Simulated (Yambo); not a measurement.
Material: AlBO$_{3}$ (space group R-3c, No. 167); a = 5.3144 Å, b = 5.3144 Å, c = 5.3144 Å, α = 50.16°, β = 50.16°, γ = 50.16° (10 atoms in the cell). The geometry is that of Materials Project entry mp-8110, symmetrised and not relaxed again.

With LDA (pw.x of Quantum ESPRESSO, ONCV potentials, no spin-orbit coupling), the gap between the mesh's edge points (Γ → (0.25, 0.25, 0.25)) is 5.664 eV.

Task: By how much does one-shot G0W0 (Yambo; 4×4×4 Γ-centred k mesh, 125 bands and a 7 Ry block in the screening, 125 bands in G with the Bruneval-Gonze terminator, plasmon pole fitted at 27.2 eV) open this gap, and what gap results?

Result: The correction is 2.713 eV, giving 8.376 eV, 1.5 times the LDA value.  Nearest settings tried, and what they do to the gap: 1 Ry block (21 vectors against 193): +841 meV. Not varied: bands in G, bands in W, mesh. So the settings aren't converged at that level.
